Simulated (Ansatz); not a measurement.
Clean, relaxed (110) surface of CoSi₂, space group Fm-3m (No. 225) (top face towards +c; atoms held fixed, by place in the list: 1, 2, 3, 4, 5, 6, 7, 8, 9, 10, 11, 12):

```
CELL_PARAMETERS angstrom
7.50131 0.00000 0.00000
0.00000 5.30423 0.00000
0.00000 0.00000 22.62599
ATOMIC_POSITIONS crystal
Co 0.25000 0.50000 0.37567
Co 0.75000 0.50000 0.37567
Si 0.50000 0.75000 0.37567
Si 0.00000 0.75000 0.37567
Si 0.50000 0.25000 0.37567
Si 0.00000 0.25000 0.37567
Co 0.50000 0.00000 0.45856
Co 0.00000 0.00000 0.45856
Si 0.75000 0.25000 0.45856
Si 0.25000 0.25000 0.45856
Si 0.75000 0.75000 0.45856
Si 0.25000 0.75000 0.45856
Co 0.75000 0.50000 0.54050
Co 0.25000 0.50000 0.54050
Si 0.00000 0.75333 0.54333
Si 0.50000 0.75333 0.54333
Si 0.00000 0.24667 0.54333
Si 0.50000 0.24667 0.54333
Co 0.00000 0.00000 0.62683
Co 0.50000 0.00000 0.62683
Si 0.25000 0.25498 0.62395
Si 0.75000 0.25498 0.62395
Si 0.25000 0.74502 0.62395
Si 0.75000 0.74502 0.62395
```

Level of theory: DFT PBE+D3(BJ), scalar-relativistic, plane waves, PAW in Ansatz. Cutoff 420 eV; k points 4×6×1 on the computed 24-atom cell (Γ-centred); Gaussian smearing, width 0.10 eV; no spin polarisation. The cell repeats along c with a dipole correction in the vacuum.

The adsorption energy is E(slab + adsorbate) − E(slab) − E(free adsorbate, spin-polarised where open-shell). With the adsorbate the cell is lengthened along c to keep the vacuum.

Q: B (atom) is put on the top face (one adsorbate per 39.8 Å²) at each of these sites and relaxed. Order them from strongest to weakest binding.
A. top (Co) at (0.00, 0.00)
B. hollow (Si-Si-Co) at (0.17, 0.00)

A: B (-5.48 eV), A (-3.82 eV).

Each end is the local minimum or symmetric point that its start leads to. The slab is only 5.6 Å thick, so the energies aren't converged with thickness.

Spin polarisation was left out, and a magnetic state may lie lower. An atom lies near a switch of its D3 coefficient C6 between reference coordination numbers, so the dispersion energy changes steeply there and can make or shift the minimum.